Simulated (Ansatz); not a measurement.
# RuSe (zincblende structure)

The computed numbers are results of r²SCAN, scalar-relativistic (no spin polarisation) in the plane-wave PAW code Ansatz at 500 eV, Γ-centred 10×10×10 mesh, 0.05 eV Gaussian smearing; PAW files: Ansatz's generated set soft_2.

```xyz
2
Lattice="0.0000 2.7324 2.7324 2.7324 0.0000 2.7324 2.7324 2.7324 0.0000" Properties=species:S:1:pos:R:3 pbc="T T T"
Ru    0.0000    0.0000    0.0000
Se    1.3662    1.3662    1.3662
```

The structure was built from a prototype; whether the compound forms in it isn't claimed.

Cell and atoms are those of this level's equilibrium.

The cell has space group F-43m (read at 0.01 Å). In it the stress is 0.00, 0.00, 0.00, 0.00, 0.00, 0.00 GPa and the largest force component 0.000 eV/Å. Each change below starts from this cell, without further relaxation. Stress is in GPa, positive in compression, in the order xx, yy, zz, yz, xz, xy; energies are counted from the cell above and are free energies with the smearing's entropy, which match forces and stress in a metal.

What happens when atom 1 (Ru) is moved by 0.02 Å along x?

The energy changes by 2.4 meV per cell, and the force on it along the shift is -0.244 eV/Å (−F/u = 12.21 eV/Å²). Stress: -0.03, 0.06, 0.06, 1.06, 0.00, 0.00.
| atom | Fx (eV/Å) | Fy | Fz |
| --- | --- | --- | --- |
| Ru1 | -0.244 | 0.000 | 0.000 |
| Se2 | 0.244 | 0.000 | 0.000 |
In a harmonic crystal the energy would rise by −½F·u = ½ × 12.21 × 0.02² eV = 2.4 meV, which matches.

A single strain component, atoms carried along, gave the stress 0.15, 0.21, 0.15, 0.00, -1.88, 0.00. Which component, and about how large?

An engineering strain of 3 % in xz; the energy changes by 7.1 meV per cell.

All atoms and the cell are disturbed at random:
```xyz
2
Lattice="-0.0298 2.7193 2.7457 2.7449 -0.0012 2.7171 2.7702 2.7160 -0.0265" Properties=species:S:1:pos:R:3 pbc="T T T"
Ru   -0.1043    0.1179    0.0503
Se    1.4756    1.2406    1.3088
```
Give the energy change, the stress and the forces.

640.4 meV per cell; stress 4.72, 4.15, 7.27, -9.24, 12.29, 0.78 GPa.
| atom | Fx (eV/Å) | Fy | Fz |
| --- | --- | --- | --- |
| Ru1 | 2.156 | -2.884 | 0.367 |
| Se2 | -2.156 | 2.884 | -0.367 |
